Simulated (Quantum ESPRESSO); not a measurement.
# W3Au2RuAl2: input and log of a self-consistent run

Computed values, not a measurement. The program is pw.x of Quantum ESPRESSO 7.5 (plane-wave density functional theory). The cell is made up: eight metal atoms on a face-centred cubic lattice, with elements, volume, strain and displacements drawn at random and not relaxed, so it may be unstable or far from any real phase. PseudoDojo standard norm-conserving files set the functional (PBE unless stated); there is no spin polarisation or spin-orbit coupling, the Fermi-Dirac width of 0.25 eV means electrons at about 2900 K, and the masses in the input are unused placeholders. Heavy elements are run without spin-orbit coupling, which real alloys of them have. A spin test at this wide smearing found no moment, but such smearing suppresses magnetism that the real alloy may have.

Input:

```
&control calculation='scf', pseudo_dir='./dojo.nc.sr.pbe.v0_5.standard.upf', outdir='./o', disk_io='minimal', tprnfor=.true., tstress=.true. /
&system ibrav=0, nat=8, ntyp=4, nbnd=64, ecutwfc=84.00895049, nosym=.true., tot_charge=0,
 occupations='smearing', smearing='fd', degauss=0.0183746611
/
&electrons conv_thr=1.470e-08, electron_maxstep=70, mixing_beta=0.5 /
ATOMIC_SPECIES
Al 1.0 Al.upf
Au 1.0 Au.upf
Ru 1.0 Ru.upf
W 1.0 W.upf
CELL_PARAMETERS angstrom
-0.0201 -2.0446 -2.0093
-0.0223 4.1421 -4.0715
8.2435 0.0179 0.0624
ATOMIC_POSITIONS angstrom
W 0.0548 0.0103 0.0145
Au 4.1091 0.0175 0.0239
Ru -0.0559 2.125 -2.0149
Al 4.0767 2.0476 -2.0887
Au 1.9741 0.0561 -2.1227
W 6.1389 -0.0182 -2.0123
Al 2.0015 1.938 -3.99
W 6.1445 2.2139 -4.0395
K_POINTS automatic
8 4 3 1 1 1
```

The log is shortened where brackets say so; the opening notice, blank lines, dates and the lines on written files are dropped, and the path of the files is cut. It prints rydbergs, bohrs and kilobars, and counts compression as positive stress. Its total energy is the free energy E - TS of the whole cell.

```
     Program PWSCF v.7.5
     Parallel version (MPI & OpenMP), running on       4 processor cores
     Number of MPI processes:                 4
     Threads/MPI process:                     1
     [start-up lines left out]
     bravais-lattice index     =            0
     lattice parameter (alat)  =       5.4173  a.u.
     unit-cell volume          =     926.0294 (a.u.)^3
     number of atoms/cell      =            8
     number of atomic types    =            4
     number of electrons       =       102.00
     number of Kohn-Sham states=           64
     kinetic-energy cutoff     =      84.0090  Ry
     charge density cutoff     =     336.0358  Ry
     scf convergence threshold =      1.5E-08
     mixing beta               =       0.5000
     number of iterations used =            8  plain     mixing
     Exchange-correlation= PBE
                           (   1   4   3   4   0   0   0)
     [axes and pseudopotential details left out]
   Cartesian axes
     site n.     atom                  positions (alat units)
         1        W      tau(   1) = (   0.0191159   0.0035930   0.0050580  )
         2        Au     tau(   2) = (   1.4333806   0.0061045   0.0083371  )
         3        Ru     tau(   3) = (  -0.0194996   0.7412655  -0.7028592  )
         4        Al     tau(   4) = (   1.4220785   0.7142660  -0.7286029  )
         5        Au     tau(   5) = (   0.6886269   0.0195694  -0.7404631  )
         6        W      tau(   6) = (   2.1414374  -0.0063487  -0.7019522  )
         7        Al     tau(   7) = (   0.6981849   0.6760341  -1.3918349  )
         8        W      tau(   8) = (   2.1433909   0.7722765  -1.4091020  )
     number of k points=    48  Fermi-Dirac smearing, width (Ry)=  0.0184
                       cart. coord. in units 2pi/alat
        k(    1) = (   0.0586347  -0.0006998  -0.0890448), wk =   0.0416667
        k(    2) = (  -0.1732167  -0.0001840  -0.0872503), wk =   0.0416667
     [further k points left out]
     Dense  grid:    96309 G-vectors     FFT dimensions: (  32,  72,  96)
     Estimated max dynamical RAM per process >     315.77 MB
     Estimated total dynamical RAM >       1.16 GB
     Initial potential from superposition of free atoms
     starting charge     101.9926, renormalised to     102.0000
     Starting wfcs are   68 randomized atomic wfcs
     total cpu time spent up to now is        6.2 secs
     per-process dynamical memory:   245.3 Mb
     Self-consistent Calculation
     iteration #  1     ecut=    84.01 Ry     beta= 0.50
     Davidson diagonalization with overlap
     ethr =  1.00E-02,  avg # of iterations =  3.5
     total cpu time spent up to now is       20.4 secs
     total energy              =   -1256.91698239 Ry
     estimated scf accuracy    <       3.90712320 Ry
     iteration #  2     ecut=    84.01 Ry     beta= 0.50
     Davidson diagonalization with overlap
     ethr =  3.83E-03,  avg # of iterations =  4.5
     total cpu time spent up to now is       36.0 secs
     total energy              =   -1254.74614393 Ry
     estimated scf accuracy    <      53.74222602 Ry
     iteration #  3     ecut=    84.01 Ry     beta= 0.50
     Davidson diagonalization with overlap
     ethr =  3.83E-03,  avg # of iterations =  5.4
     total cpu time spent up to now is       51.1 secs
     total energy              =   -1258.89099503 Ry
     estimated scf accuracy    <       2.98543873 Ry
     iteration #  4     ecut=    84.01 Ry     beta= 0.50
     Davidson diagonalization with overlap
     ethr =  2.93E-03,  avg # of iterations =  2.1
     total cpu time spent up to now is       62.4 secs
     total energy              =   -1259.05184225 Ry
     estimated scf accuracy    <       4.09920863 Ry
     iteration #  5     ecut=    84.01 Ry     beta= 0.50
     Davidson diagonalization with overlap
     ethr =  2.93E-03,  avg # of iterations =  1.0
     total cpu time spent up to now is       72.5 secs
     total energy              =   -1259.26414831 Ry
     estimated scf accuracy    <       0.10217132 Ry
     [iterations 6 to 14 left out]
     iteration # 15     ecut=    84.01 Ry     beta= 0.50
     Davidson diagonalization with overlap
     ethr =  1.63E-09,  avg # of iterations =  1.0
     total cpu time spent up to now is      197.2 secs
     total energy              =   -1259.28116327 Ry
     estimated scf accuracy    <       0.00000008 Ry
     iteration # 16     ecut=    84.01 Ry     beta= 0.50
     Davidson diagonalization with overlap
     ethr =  7.47E-11,  avg # of iterations =  3.4
     total cpu time spent up to now is      210.1 secs
     total energy              =   -1259.28116323 Ry
     estimated scf accuracy    <       0.00000095 Ry
     iteration # 17     ecut=    84.01 Ry     beta= 0.50
     Davidson diagonalization with overlap
     ethr =  7.47E-11,  avg # of iterations =  2.2
     total cpu time spent up to now is      222.1 secs
     total energy              =   -1259.28116329 Ry
     estimated scf accuracy    <       0.00000002 Ry
     iteration # 18     ecut=    84.01 Ry     beta= 0.50
     Davidson diagonalization with overlap
     ethr =  1.86E-11,  avg # of iterations =  2.1
     total cpu time spent up to now is      234.1 secs
     total energy              =   -1259.28116328 Ry
     estimated scf accuracy    <       0.00000011 Ry
     iteration # 19     ecut=    84.01 Ry     beta= 0.50
     Davidson diagonalization with overlap
     ethr =  1.86E-11,  avg # of iterations =  2.0
     total cpu time spent up to now is      246.0 secs
     End of self-consistent calculation
     [lines on levels left out]
!    total energy              =   -1259.28116329 Ry
     estimated scf accuracy    <          1.4E-09 Ry
     smearing contrib. (-TS)   =      -0.10356445 Ry
     internal energy E=F+TS    =   -1259.17759883 Ry
     The total energy is F=E-TS. E is the sum of the following terms:
     one-electron contribution =    -483.89016065 Ry
     hartree contribution      =     288.21859977 Ry
     xc contribution           =    -241.57050958 Ry
     ewald contribution        =    -821.93552838 Ry
     convergence has been achieved in  19 iterations
     Forces acting on atoms (cartesian axes, Ry/au):
     atom    1 type  4   force =    -0.03030827   -0.00374892   -0.00286332
     atom    2 type  2   force =    -0.01887351   -0.00825036    0.01294626
     atom    3 type  3   force =    -0.04807258   -0.00114021   -0.01042086
     atom    4 type  1   force =     0.03250111   -0.00500049    0.01609014
     atom    5 type  2   force =     0.01508574    0.00294636    0.00495630
     atom    6 type  4   force =     0.04693452    0.01294962   -0.01789407
     atom    7 type  1   force =    -0.03780063    0.02120202   -0.01496830
     atom    8 type  4   force =     0.04053361   -0.01895801    0.01215385
     Total force =     0.111794     Total SCF correction =     0.000134
     Computing stress (Cartesian axis) and pressure
          total   stress  (Ry/bohr**3)                   (kbar)     P=     -114.63
  -0.00072510  -0.00006425   0.00002050         -106.67       -9.45        3.02
  -0.00006425  -0.00085148   0.00013473           -9.45     -125.26       19.82
   0.00002050   0.00013473  -0.00076122            3.02       19.82     -111.98
     init_run     :      5.84s CPU      6.04s WALL (       1 calls)
     electrons    :    239.01s CPU    239.75s WALL (       1 calls)
     forces       :      2.03s CPU      2.06s WALL (       1 calls)
     stress       :      7.42s CPU      7.64s WALL (       1 calls)
     [timing details left out]
     PWSCF        :   4m14.54s CPU   4m15.76s WALL
     JOB DONE.
```

In other units: free energy -17133.393 eV for the cell, pressure -11.46 GPa, largest force component 1.236 eV/Å in size. The run took 258 s of wall time with four MPI processes on a shared machine (Intel Xeon, 2023 or later, virtual cores), so the time is rough. A rerun of this cell at a higher cutoff and on a denser mesh moved values by no more than 0.005 eV in energy, 0.15 GPa in stress and 0.020 eV/Å in force, and a second program with other atomic files agreed on that cell to 2 % rms in force and 0.5 GPa in pressure.